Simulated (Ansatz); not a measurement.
TaC (rock salt, Fm-3m) at seven volumes, plane-wave PAW PBE (Ansatz code), scaled uniformly. One row is withheld.

```json
[
 {"V (Å³/atom)": "10.196", "P (GPa)": "37.27"},
 {"V (Å³/atom)": "10.533", "P (GPa)": "22.86"},
 {"V (Å³/atom)": "10.869", "P (GPa)": "10.53"},
 {"V (Å³/atom)": "11.205", "P (GPa)": "0.00"},
 {"V (Å³/atom)": "11.541", "P (GPa)": "-9.02"},
 {"V (Å³/atom)": "11.877", "P (GPa)": "?"},
 {"V (Å³/atom)": "12.213", "P (GPa)": "-23.32"}
]
```

Q: Fit the shown pressures and predict the withheld one.

A: P = (3/2)B₀(x^(7/2) − x^(5/2))[1 + (3/4)(B′ − 4)(x − 1)] with x = (V₀/V)^(2/3). Least squares on the six rows gives V₀ = 11.205 Å³/atom, B₀ = 324 GPa, B′ = 4.18. At V = 11.877, x = 0.9619 and P = -16.71 GPa. The run itself gave -16.73 GPa.

Symmetry was held in the PBE relaxation. No spin polarisation was allowed. Scalar-relativistic: spin–orbit coupling is off unless named, which matters more the heavier the elements.

Potentials: the later of the program's two PAW sets.
